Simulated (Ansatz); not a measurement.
The start is a relaxed Sn cell, doubled along one cell vector, shaken by Gaussian noise of σ = 0.08 Å a coordinate. Cell shape, volume and atoms are optimised at zero target pressure with PBEsol (plane waves to 420 eV, PAW, scalar-relativistic; Ansatz, a quantum-chemistry and plane-wave program). The first steps use a coarse 12×12×6 k-mesh.

The start:
```
CELL_PARAMETERS angstrom
      0.00000     2.77533     5.84488
      1.66383     0.00000     5.84488
      3.32765     5.55066     0.00000
ATOMIC_POSITIONS crystal
  Sn 0.10699 0.15280 0.46492
  Sn 0.09761 0.16228 0.94641
  Sn 0.91726 0.78967 0.05669
  Sn 0.88310 0.83430 0.56464
```

Task: Which atoms feel the largest initial force, and how large is it?

Result: 0.60 eV/Å, on Sn2, Sn3 (atoms numbered as listed).

Task: By how much does the energy per atom fall from start to end?

Result: 0.07 eV/atom.

Task: How do the shortest distances between atoms change?

Result: The closest pairs of elements (up to four, under 3.6 Å), start → end: Sn–Sn 2.97 → 3.03 Å.

Task: Give the final cell and atomic positions.

Result: 
Space group P6/mmm (No. 191); a = 3.2043 Å, b = 3.2043 Å, c = 3.0270 Å, α = 90.00°, β = 90.00°, γ = 120.00°

| atom | site | symmetry | x | y | z |
|---|---|---|---|---|---|
| Sn | 1a | 6/mmm | 0.0000 | 0.0000 | 0.0000 |

Final values are on a 17×17×15 k-mesh of the relaxed cell. No spin polarisation in the result.

The relaxed structure here is a generated cell of Sn: the first start was made by placing the elements on the sites of a structure type, and the end was not matched to a known phase here, so it may be hypothetical. Known forms of Sn include space group No. 141, 227.
